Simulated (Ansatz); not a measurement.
Lattice vibrations of Ge4BC3 at Γ

These are results of Ansatz 0.2.0, DFT PBE, scalar-relativistic, plane waves, PAW, not measurements. Plane waves to 420 eV; Γ-centred k mesh 6×6×4; Gaussian smearing of 0.10 eV. No spin polarisation. Phonons by linear response, acoustic sum rule imposed.

The cell, relaxed at this level:
```xyz
16
Lattice="5.3841 0.0000 0.0000 -2.6921 4.6628 0.0000 0.0000 0.0000 9.0743" Properties=species:S:1:pos:R:3 pbc="T T T"
Ge    0.0000    0.0000    5.8263
Ge   -1.3460    2.3314    5.8533
Ge    2.6921    0.0000    5.8533
Ge    1.3460    2.3314    5.8533
Ge    2.6921    0.0000    3.2210
Ge    1.3460    2.3314    3.2210
Ge    0.0000    0.0000    3.2480
Ge   -1.3460    2.3314    3.2210
B     0.0000    3.1085    0.0000
B     2.6921    1.5543    0.0000
C     4.1088    0.7363    0.0000
C     1.4167    3.9265    0.0000
C     2.6921    3.1901    0.0000
C     0.0000    1.4726    0.0000
C    -1.4167    3.9265    0.0000
C     1.2753    0.7363    0.0000
```

It was reached by relaxing an invented guess, and it needn't be the stable form of this composition. In a metal, frequencies depend on the k mesh and the smearing, soft modes most. No dispersion correction is applied, so modes and constants that involve weak contacts between layers, chains or molecules come out too soft.

Optical modes at Γ; i marks an imaginary frequency:
```tsv
frequency (THz)	degeneracy
3.41i	1
3.17i	2
2.03i	2
0.96i	1
0.18i	2
0.49	1
1.30	2
1.37	2
2.20	1
3.80	2
4.22	1
5.50	1
6.37	1
6.56	2
7.02	2
7.24	1
11.31	2
14.62	1
14.84	1
16.86	2
17.51	1
17.66	2
24.98	1
28.79	2
28.88	2
29.58	1
31.19	1
32.67	1
33.88	2
37.69	2
```

8 of the 45 optical modes are unstable, so the structure is a saddle point of the energy and would distort without enlarging its cell.
